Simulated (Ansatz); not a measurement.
## AgO (F-43m), stationary points along a deformation path

These are results of Ansatz, DFT PBEsol, scalar-relativistic, plane waves, PAW, not measurements. Cutoff 420 eV, Γ-centred 18×18×18 k-points, Gaussian smearing of 0.15 eV. No spin polarisation. Energies are free energies at this smearing, counted from the undisturbed cell; pressure is positive in compression.

Zero of the scan (as given, not relaxed at this level; it stands at 11.0 GPa, and it needn't be the usual structure):

```xyz
2
Lattice="0.0000 2.4080 2.4080 2.4080 0.0000 2.4080 2.4080 2.4080 0.0000" Properties=species:S:1:pos:R:3 pbc="T T T"
Ag    0.0000    0.0000    0.0000
O     3.6120    3.6120    3.6120
```

At fixed volume and fractional coordinates, lengths along (0.000, 0.000, 1.000) are scaled against those across it; ρ is that ratio over its starting value. V = 13.963 Å³/atom. Δσ is the stress along the axis less the mean stress across it (compression positive).

```csv
ρ,ΔE (meV/atom),Δσ (GPa),space group
0.707,-72.2,-4.76,I-4m2
0.850,-21.0,-4.06,I-4m2
1.000,0.0,0.00,F-43m
1.200,-24.3,3.70,I-4m2
1.414,-41.5,-2.23,I-4m2
```

Question: How does the stress give the slope of the energy, and where is the energy stationary?

Answer: Along the path d ln(length) is 2/3 d ln ρ on the axis and −1/3 d ln ρ across it, so dE/d ln ρ = −(2/3) V Δσ: the energy falls with ρ where Δσ is positive. Δσ vanishes or changes sign at ρ = 1.000 (F-43m), a maximum at 0.0 meV/atom; between ρ = 1.200 and 1.414, a minimum (near 1.33 by linear interpolation). Pairs of stationary points between two samples would go unseen, and could change a minimum read from distant neighbours into a maximum. At ρ = 1.000 the cell is cubic, where symmetry alone makes the stress isotropic and the slope zero.

Question: Is the start the lowest point of the path?

Answer: No: ρ = 0.707 lies 72.2 meV/atom lower, with no sampled rise above the start on the way. Volume and inner coordinates are held, so a relaxed structure there would lie lower still.

No gap shows at this level, though a semilocal functional can close a small gap that the real compound has; without a gap these slopes depend on the k mesh and the smearing.